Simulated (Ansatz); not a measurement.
# Bi2S3: ²⁰⁹Bi NMR of the central transition

Cell: a structure deposited in the COD (listed for 1.0 GPa), its atoms then relaxed with PBE in this cell.

Space group Pnma (No. 62); a = 11.1360, b = 3.9574, c = 11.0350 Å.

| site | Wyckoff | site symmetry | x | y | z |
| --- | --- | --- | --- | --- | --- |
| Bi1 | 4c | .m. | 0.0067 | 0.2500 | 0.6753 |
| Bi5 | 4c | .m. | 0.3338 | 0.2500 | 0.4686 |
| S9 | 4c | .m. | 0.0503 | 0.2500 | 0.1297 |
| S13 | 4c | .m. | 0.3771 | 0.2500 | 0.0566 |
| S17 | 4c | .m. | 0.2185 | 0.2500 | 0.8049 |

One atom of each set is listed.

Method: Kohn–Sham DFT in Ansatz, r2SCAN, plane waves and PAW, scalar-relativistic, 500 eV cutoff, Γ-centred 3×7×3 k-points, Fermi–Dirac smearing 0.02 eV.

²⁰⁹Bi has I = 9/2 and Q = -516.0 mb (Pyykkö 2018); at 21.1 T its Larmor frequency is ν₀ = 146.9 MHz (from the bare nuclear moment; shielding lowers the observed one by a per cent or two). Only the quadrupole interaction is simulated: positions count from each site's isotropic chemical shift, and shift anisotropy, dipolar and J coupling are left out.

(1) Give C_Q, η, the quadrupolar product P_Q = |C_Q|(1 + η²/3)^½, the second-order isotropic shift and the breadth of the pattern (static powder) for each Bi site.

## Answers

(1) 

```csv
site,first shell,C_Q (MHz),η,P_Q (MHz),δ_QIS (ppm),breadth (kHz)
Bi1,7 S at 2.70–3.22 Å,-63.9,0.69,68.8,-305,327
Bi5,7 S at 2.64–3.22 Å,231,0.09,232,-3457,2838
```

δ_QIS = −(ν_Q²/30ν₀²)[I(I+1) − 3/4](1 + η²/3) × 10⁶ ppm with ν_Q = 3|C_Q|/[2I(2I−1)]; it falls as 1/B₀² in ppm, and the breadth as 1/B₀ in kHz.

Spin–orbit coupling is left out, which shifts gradients on Bi by a few per cent, and by more where contributions nearly cancel. Newer work puts Q(²⁰⁹Bi) near −420 mb, which would lower these couplings by about a fifth.
